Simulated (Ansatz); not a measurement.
## Computed properties of CoPtAu

CoPtAu:
```
CoPtAu
1.0
    2.74888     0.00000     0.00000
   -1.37444     2.38060     0.00000
    0.00000     0.00000     6.61339
Co Pt Au
1 1 1
Direct
  0.00000   0.00000   0.00697
  0.33333   0.66667   0.31147
  0.66667   0.33333   0.68156
```
The run is spin-polarised; directions of the spins, atom by atom: ↑ 0 0.

Space group P3m1 (No. 156); conventional cell a = b = 2.749 Å, c = 6.613 Å, α = β = 90.00°, γ = 120.00°.

Method: DFT-PBEsol in the program Ansatz with PAW potentials. Structure relaxed to zero pressure with the same functional. Other levels are named where they apply.

Cell and energy:

| Quantity | Value |
|---|---|
| Volume per atom | 14.43 Å³ |
| Density | 17.30 g/cm³ |
| Formation energy from the elements (no fitted shifts) | 0.100 eV/atom |

Electronic structure:

| Property | Value |
|---|---|
| Electronic character | metallic (no gap) |
| Density of states at the Fermi level | 1.0 states/eV per atom (mean over ±0.08 eV) |

Magnetism:

| Property | Result |
|---|---|
| Magnetic order | ferromagnetic |
| Net moment | 0.71 μB per atom |

Mechanics:

| Property | Value |
|---|---|
| Bulk modulus (Birch–Murnaghan fit) | 214 GPa |
| Pressure derivative B′ | 5.7 |

The start of the workflow was typed in or built on a structure type; neither database checked (COD, Materials Project) lists it. Its standing as an ambient phase is unchecked. The PBEsol relaxation kept the symmetry of its start; whether a distortion lowers the energy is not shown. Magnetic state: ferromagnetic, the only order run, not a proven ground state. Axis ratios of metals converge slowly with the k-mesh, so a and c are less sure than the volume. The references are the lowest solids computed at this level, not always the standard phases. Scalar-relativistic: spin–orbit coupling is off unless named, which matters more the heavier the elements.

Potentials: the later of the program's two PAW sets.
